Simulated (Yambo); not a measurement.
Material: LaAgSO (space group P4/nmm, No. 129); a = b = 4.092 Å, c = 9.102 Å, α = β = γ = 90.00° (8 atoms in the cell). The geometry is that of Materials Project entry mp-6625, symmetrised and not relaxed again.

With PBEsol (pw.x of Quantum ESPRESSO, ONCV potentials, without SOC), the gap between the mesh's edge points (Γ → Γ) is 1.222 eV.

Question: By how much does one-shot G0W0 (Yambo; 4×4×1 Γ-centred k mesh, bands 9 to 179 and a 6 Ry block in the screening, 179 bands in G with the Bruneval-Gonze terminator, plasmon pole fitted at 27.2 eV) open this gap, and what gap results?

Answer: The correction is 0.921 eV, giving 2.143 eV, 1.8 times the PBEsol value.  Nearest settings tried, and what they do to the gap: 95 bands in W: +158 meV. Not varied: bands in G, block, mesh. So the settings aren't converged at that level. Spin-orbit splittings are left out. The 4f states are in the valence at their DFT position.
